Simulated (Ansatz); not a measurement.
# In3SbTe2: pressure against volume

In3SbTe2, P-3m1, a = 4.420 Å, c = 10.718 Å. The structure is a Materials Project entry; whether it is the stable form wasn't checked. Ansatz: PBE, PAW, 420 eV, Γ-centred 9×9×4 mesh on 6 atoms, Gaussian smearing 0.10 eV; no spin polarisation. Shape and atoms are relaxed at each volume; pressure is positive in compression.

```tsv
V (Å³/atom)	P (GPa)
26.601	7.52
27.508	5.09
28.415	3.06
29.322	1.38
30.228	-0.03
31.135	?
32.042	-2.17
33.251	-3.21
```

Question: Take V0 = 30.228 Å³/atom, count pressures from its P0 = -0.03 GPa, fit the third-order Birch–Murnaghan form to the other rows, and predict the missing pressure.

Answer: With the Eulerian strain f = ½[(V0/V)^(2/3) − 1] and y = (P − P0)/[3f(1 + 2f)^(5/2)], the form is the line y = B0 + 1.5 B0 (B0′ − 4) f. Rows (f, y): 0.04447, 45.7; 0.03244, 45.0; 0.02105, 44.1; 0.01025, 43.6; -0.01905, 41.3; -0.03078, 40.4. Means f = 0.009730, y = 43.350; Σ(Δf)² = 0.004320, ΣΔfΔy = 0.3062; the slope is their ratio. y = 42.66 + 70.88 f GPa, so B0 = 42.7 GPa and B0′ = 4 + 2 × (70.88)/(3 × 42.66) = 5.11. At V = 31.135, f = -0.00976, y = 41.97 and P = -1.20 GPa. The run gave -1.20 GPa, the same to the digits shown.

Cost: 8 runs of about 11 core-minutes in all, on Arm Neoverse V2 (shared hosts).